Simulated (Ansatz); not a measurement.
## CaZn: what symmetry allows forces and stress to be

```yaml
crystal:
  lattice:
    - [3.64868, 0.00000, 0.00000]
    - [0.00000, 3.64868, 0.00000]
    - [0.00000, 0.00000, 3.64868]
  atoms:
    - { symbol: Ca, position: [0.00000, 0.00000, 0.00000] }
    - { symbol: Zn, position: [0.50000, 0.50000, 0.56167] }
```

Computed with Ansatz 0.2.0, DFT PBEsol, scalar-relativistic, plane waves, PAW.

Cutoff 420 eV; k points 10×10×10 on the computed 2-atom cell (Γ-centred); Gaussian smearing, width 0.10 eV; no spin polarisation.

This distorted cell has space group P4mm, with 8 operations.

Task: Without a calculation: in which directions can each atom feel a force?

Result: A force must be left unchanged by every operation that keeps its atom in place, so it lies in the space that those operations leave fixed. Atoms that the group maps onto each other feel forces of one size.
```
atom site symmetry operations at the site equivalent to atom allowed force (Cartesian)
 Ca1            4mm                       8                   1   along (0.00, 0.00, 1.00)
 Zn2            4mm                       8                   2   along (0.00, 0.00, 1.00)
```

That leaves 2 independent force components of 6, tied by 1 condition that the forces sum to zero, so 1 remains. A relaxation in this cell that keeps the symmetry moves the atoms in these directions alone.

Task: And the stress tensor?

Result: It must be invariant under the point group, which leaves 2 independent components: yz, xz, xy vanish; xx = yy.

Task: Do the computed values obey this?

Result: Yes. Forces (eV/Å):
```
Ca1  0.000  0.000  0.513
Zn2  0.000  0.000 -0.512
```

Stress (GPa, compression positive, xx yy zz yz xz xy): -0.30 -0.30 -0.83 0.00 0.00 0.00. The program imposes the same operations on density, forces and stress, so this confirms the analysis and is no independent test of the calculation.